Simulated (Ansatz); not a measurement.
Starting cell, ZnSe (zinc blende):

```
CELL_PARAMETERS angstrom
      0.00000     5.66546     5.66546
      2.83273     0.00000     2.83273
      2.83273     2.83273     0.00000
ATOMIC_POSITIONS crystal
  Se 0.37500 0.75000 0.75000
  Se 0.87500 0.75000 0.75000
  Zn 0.00000 0.00000 0.00000
  Zn 0.50000 0.00000 0.00000
```

Scan: atom 2 (Se, nearest neighbour Zn at 2.453 Å; its periodic images, 4.0 Å or more away, move with it) is displaced along Cartesian [111], direction (0.577, 0.577, 0.577) in Cartesian axes, by s. The other atoms stay.

Method: r2SCAN (plane waves to 500 eV, PAW, scalar-relativistic; Ansatz, a first-principles code). k mesh 4×8×8 (Γ-centred), Fermi-Dirac smearing 0.05 eV. Energies are smeared free energies. Left out: 1 of 11 points, with atoms too close for the PAW data. ZnSe was relaxed with its symmetry unable to fall. ΔE is measured from the undisplaced structure.

```csv
s (Å),ΔE (meV/cell)
-0.740,691
-0.592,withheld
-0.444,367
-0.296,197
-0.148,59
0.000,0
0.148,85
0.296,414
0.444,1153
0.592,2592
```

Task: Fit a polynomial form (powers 2, 3, 4) to the given rows and predict ΔE at s = -0.592.

Result: Least squares on the 9 given rows: ΔE = (3299)·s² + (4989)·s³ + (3049)·s⁴, in meV/cell with s in Å; root-mean-square residual 25.2 meV/cell. At -0.592 the fit gives 496 meV/cell; the calculation gives 539 meV/cell, so the interpolation is off by -43 (-8.0 %). The quadratic term alone would give 1156 meV/cell.

(A displaced cell: forces are minus the slopes of the energy, force constants its curvatures, and phonons follow from these.)
